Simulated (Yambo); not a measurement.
Material: Sr₂CuBrO₂ (space group R-3m, No. 166); a = 9.728 Å, b = 9.728 Å, c = 9.728 Å, α = 24.01°, β = 24.01°, γ = 24.01° (6 atoms in the cell). The geometry is that of Materials Project entry mp-552537, symmetrised and not relaxed again.

With LDA (pw.x of Quantum ESPRESSO, ONCV potentials, without SOC), the gap between the mesh's edge points (L → Γ) is 2.199 eV.

### Question
What does a G0W0 run in Yambo give for it (4×4×4 Γ-centred k mesh, bands 5 to 149 and a 6 Ry block in the screening, 149 bands in G with the Bruneval-Gonze terminator, plasmon pole fitted at 27.2 eV)?

### Answer
The correction is 1.807 eV, giving 4.005 eV, 1.8 times the LDA value.  Convergence of the G0W0 settings was not tested. Oxides, nitrides and fluorides with a shallow 3d shell are known to need far more bands and larger blocks. Spin-orbit splittings are left out. The filled Cu 3d shell has no Hubbard U; semilocal functionals place it too high.
